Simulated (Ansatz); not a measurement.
Rb₂Te₂Pt:
Space group Immm (No. 71); a = 4.0191 Å, b = 8.1765 Å, c = 10.7671 Å, α = β = γ = 90.00°

| atom | site | symmetry | x | y | z |
|---|---|---|---|---|---|
| Rb | 4j | mm2 | 0.0000 | 0.5000 | 0.2025 |
| Te | 4h | m2m | 0.5000 | 0.2133 | 0.0000 |
| Pt | 2a | mmm | 0.0000 | 0.0000 | 0.0000 |
(The calculation used a cell of 5 atoms; values per cell refer to that cell.)

Relaxed with r²SCAN.

Task: Which orbitals make up the states near the band edges in plane-wave PAW r²SCAN (Ansatz code)?

Result: Top 1 eV of the valence band: Te 5p 67 %, Pt 5d 27 %. Bottom 1 eV of the conduction band: Te 5p 51 %, Pt 5d 29 %, Te 5s 7 %, outside the projected shells 8 %. Projections are on Löwdin-orthogonalised atomic valence shells; empty p or d shells of many metals are not among them.

Task: Tabulate the density of states.

Result: States/eV per cell of 5 atoms, in 0.25 eV bins, energy from the valence-band maximum.

| E (eV) | total | Te 5p | Pt 5d | Rb 5s |
|---|---|---|---|---|
| -7.85 | 0.00 | 0.00 | 0.00 | 0.00 |
| -7.60 | 0.00 | 0.00 | 0.00 | 0.00 |
| -7.35 | 0.00 | 0.00 | 0.00 | 0.00 |
| -7.10 | 0.00 | 0.00 | 0.00 | 0.00 |
| -6.85 | 0.00 | 0.00 | 0.00 | 0.00 |
| -6.60 | 0.00 | 0.00 | 0.00 | 0.00 |
| -6.35 | 0.00 | 0.00 | 0.00 | 0.00 |
| -6.10 | 0.00 | 0.00 | 0.00 | 0.00 |
| -5.85 | 0.00 | 0.00 | 0.00 | 0.00 |
| -5.60 | 0.00 | 0.00 | 0.00 | 0.00 |
| -5.35 | 0.11 | 0.06 | 0.01 | 0.00 |
| -5.10 | 1.43 | 0.80 | 0.18 | 0.01 |
| -4.85 | 1.33 | 0.71 | 0.29 | 0.04 |
| -4.60 | 2.66 | 1.38 | 0.75 | 0.05 |
| -4.35 | 2.14 | 1.12 | 0.59 | 0.04 |
| -4.10 | 4.82 | 1.71 | 2.90 | 0.03 |
| -3.85 | 1.47 | 0.71 | 0.65 | 0.04 |
| -3.60 | 3.13 | 1.62 | 1.24 | 0.04 |
| -3.35 | 2.90 | 1.30 | 1.42 | 0.04 |
| -3.10 | 5.28 | 2.53 | 2.41 | 0.11 |
| -2.85 | 4.90 | 2.34 | 2.15 | 0.16 |
| -2.60 | 4.59 | 2.31 | 2.01 | 0.13 |
| -2.35 | 3.87 | 1.81 | 1.79 | 0.08 |
| -2.10 | 3.15 | 0.55 | 2.41 | 0.03 |
| -1.85 | 5.33 | 1.15 | 3.84 | 0.09 |
| -1.60 | 8.32 | 1.11 | 5.98 | 0.23 |
| -1.35 | 3.31 | 1.51 | 1.53 | 0.10 |
| -1.10 | 4.01 | 2.84 | 0.88 | 0.11 |
| -0.85 | 5.45 | 3.93 | 1.24 | 0.09 |
| -0.60 | 3.75 | 2.76 | 0.80 | 0.06 |
| -0.35 | 4.75 | 2.99 | 1.46 | 0.15 |
| -0.10 | 3.31 | 1.85 | 1.26 | 0.10 |
| 0.15 | 0.00 | 0.00 | 0.00 | 0.00 |
| 0.40 | 0.00 | 0.00 | 0.00 | 0.00 |
| 0.65 | 0.00 | 0.00 | 0.00 | 0.00 |
| 0.90 | 0.00 | 0.00 | 0.00 | 0.00 |
| 1.15 | 0.15 | 0.06 | 0.05 | 0.01 |
| 1.40 | 1.12 | 0.51 | 0.34 | 0.08 |
| 1.65 | 1.67 | 0.84 | 0.49 | 0.07 |
| 1.90 | 1.75 | 0.95 | 0.50 | 0.05 |
| 2.15 | 1.21 | 0.68 | 0.32 | 0.03 |
| 2.40 | 1.34 | 0.70 | 0.30 | 0.09 |
| 2.65 | 2.18 | 0.64 | 0.24 | 0.34 |
| 2.90 | 2.52 | 0.30 | 0.07 | 0.61 |
| 3.15 | 2.84 | 0.32 | 0.05 | 0.81 |
| 3.40 | 3.37 | 0.47 | 0.07 | 0.88 |
| 3.65 | 3.23 | 0.42 | 0.06 | 0.89 |
| 3.90 | 2.53 | 0.30 | 0.05 | 0.65 |
| 4.15 | 2.61 | 0.27 | 0.04 | 0.66 |
| 4.40 | 4.07 | 0.29 | 0.04 | 0.66 |
| 4.65 | 3.59 | 0.22 | 0.03 | 0.42 |
| 4.90 | 3.05 | 0.18 | 0.03 | 0.46 |
| 5.15 | 3.20 | 0.14 | 0.02 | 0.51 |
| 5.40 | 4.33 | 0.22 | 0.04 | 0.66 |
| 5.65 | 4.34 | 0.20 | 0.04 | 0.67 |
| 5.90 | 5.51 | 0.20 | 0.04 | 0.49 |

The workflow started from a Materials Project entry (that database holds measured and hypothetical structures alike); the Crystallography Open Database copy checked does not list it. Whether it is the stable phase at ambient conditions was not checked. The r²SCAN relaxation kept the symmetry of its start; whether a distortion lowers the energy is not shown. The run is not spin-polarised. Scalar-relativistic: spin–orbit coupling is off unless named, which matters more the heavier the elements.

Potentials: the later of the program's two PAW sets.
